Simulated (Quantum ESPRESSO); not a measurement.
Al2GeZnO6, convergence and cost over cutoff and k mesh

Simulated, not a measurement. The program is pw.x of Quantum ESPRESSO 7.5 (plane-wave density functional theory). The cell is made up: 10 atoms on a corundum lattice, with randomly drawn elements, strain and displacements, not relaxed. PseudoDojo standard norm-conserving files (v0.5 for PBE, v0.4.1 for LDA and PBEsol) set the functional; there is no spin polarisation, spin-orbit coupling or dispersion term, and the masses in the input are unused placeholders.

Input of the run in row 4:

```
&control calculation='scf', pseudo_dir='./dojo.nc.sr.pbe.v0_5.standard.upf', outdir='./o', disk_io='medium', tprnfor=.true., tstress=.true. /
&system ibrav=0, nat=10, ntyp=4, nbnd=44, ecutwfc=84.00895049, nosym=.true., tot_charge=0,
 occupations='smearing', smearing='fd', degauss=0.0018374661
/
&electrons conv_thr=7.350e-09, electron_maxstep=60, /
ATOMIC_SPECIES
Al 1.0 Al.upf
Ge 1.0 Ge.upf
O 1.0 O.upf
Zn 1.0 Zn.upf
CELL_PARAMETERS angstrom
2.431 1.4036 4.4064
-2.431 1.4036 4.4064
0.0 -2.8071 4.4064
ATOMIC_POSITIONS angstrom
Al -0.142 -0.0491 4.6267
Al 0.0196 -0.0124 1.9665
Ge -0.0472 -0.0843 8.3726
Zn 0.0504 -0.051 11.2515
O -0.8095 1.4373 7.7117
O -0.8627 -1.4954 7.6225
O 1.6471 0.0689 7.6123
O 0.933 -1.2015 5.4715
O 0.7708 1.6641 5.4157
O -1.6595 -0.1869 5.6062
K_POINTS automatic
5 5 5 1 1 1
```

The same cell was run at these settings. Meshes are shifted by half a step, and differences are from the last row, which is itself not exact.

| cutoff (eV) | k mesh | k points solved | threshold (eV) | free energy less the last row's (eV) | pressure (GPa) | largest stress difference (GPa) | largest force difference (eV/Å) | iterations | wall time (s) | k-point pools | processor |
| --- | --- | --- | --- | --- | --- | --- | --- | --- | --- | --- | --- |
| 800 | 2 x 2 x 2 | 4 | 1e-04 | 2.842 | -25.68 | 44.62 | 0.095 | 8 | 19 | 1 | AMD EPYC, Zen 5 class |
| 1143 | 2 x 2 x 2 | 4 | 1e-07 | 0.045 | 18.84 | 0.23 | 0.041 | 11 | 45 | 1 | AMD EPYC, Zen 5 class |
| 813 | 5 x 5 x 5 | 63 | 1e-07 | 2.250 | -18.24 | 37.18 | 0.071 | 11 | 312 | 1 | AMD EPYC, Zen 5 class |
| 1143 | 5 x 5 x 5 | 63 | 1e-07 | 0.003 | 18.84 | 0.03 | 0.000 | 11 | 354 | 1 | AMD EPYC, Zen 5 class |
| 1437 | 7 x 7 x 7 | 172 | 1e-07 | 0.000 | 18.87 | 0.00 | 0.000 | 11 | 491 | 4 | Intel Xeon, 2023 or later |

Each pool is one process. Wall times include start-up and a band step at six k points, which weighs most on the coarsest meshes. The runs were on shared virtual cores whose load varied, so times are rough.